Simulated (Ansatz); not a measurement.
CuI:
```xyz
2
Lattice="0.0000 2.9310 2.9310 2.9310 0.0000 2.9310 2.9310 2.9310 0.0000" Properties=species:S:1:pos:R:3 pbc="T T T"
I      4.3965     4.3965     4.3965
Cu     0.0000     0.0000     0.0000
```

Relaxed with LDA. Special points in fractions of this cell's reciprocal vectors: Γ (0.000, 0.000, 0.000); X (0.500, 0.000, 0.500); U (0.625, 0.250, 0.625); K (0.375, 0.375, 0.750); L (0.500, 0.500, 0.500); W (0.500, 0.250, 0.750).

Question: List the band energies nearest the valence-band maximum at these points for the program Ansatz at the LDA level (PAW).

Answer: In eV from the valence-band maximum; about four levels below and three above (degenerate sets whole), none deeper than 8.9 eV; points with the same levels are listed once.

```csv
k,below,above
Γ,-2.37 -2.37 0.00 0.00 0.00,1.22 4.76 4.76 4.76
X,-2.29 -2.27 -1.92 -1.92,2.40 2.77 9.73
U,-2.34 -2.20 -1.95 -1.60,2.91 4.73 7.74
L,-2.34 -2.34 -2.28 -0.90 -0.90,2.12 5.34 5.34
W,-2.44 -2.27 -2.06 -1.65,4.58 4.83 6.05
```

Space group F-43m (zinc blende). The LDA relaxation kept the symmetry of its start; phonons on a q-mesh show no instability. No spin polarisation was allowed. The volume moved by -17 % from the start of the relaxation. Scalar-relativistic: spin–orbit coupling is off unless named, which matters more the heavier the elements.

Potentials: the later of the program's two PAW sets.
